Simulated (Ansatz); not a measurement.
YGe:
Space group I4₁/amd, origin choice 1 (No. 141); a = b = 4.1889 Å, c = 10.5580 Å, α = β = γ = 90.00°

```tsv
atom	site	symmetry	x	y	z
Y	4b	-4m2	0.0000	0.0000	0.5000
Ge	4a	-4m2	0.0000	0.0000	0.0000
```
(The calculation used a cell of 4 atoms; values per cell refer to that cell.)

This is the PBE-relaxed structure.

Question: All from the program Ansatz at the PBE level (PAW), unless another level is named. Estimate the electronic character.

Answer: metallic (no gap).

Question: What about the density of states at the Fermi level?

Answer: 0.39 states/eV per atom (mean over ±0.08 eV).

Question: What about the formation energy from the elements (no fitted shifts)?

Answer: -0.71 eV/atom.

Space group I4_1/amd. The cell is a constructed one: a structure type filled with these elements; neither database checked (COD, Materials Project) lists it. Whether it is the stable phase at ambient conditions was not checked. The cell was relaxed with PBE under the symmetry of its start; whether a distortion lowers the energy is not shown. No spin polarisation was allowed. The references are the lowest solids computed at this level, not always the standard phases. Scalar-relativistic: spin–orbit coupling is off unless named, which matters more the heavier the elements.

Potentials: the later of the program's two PAW sets.
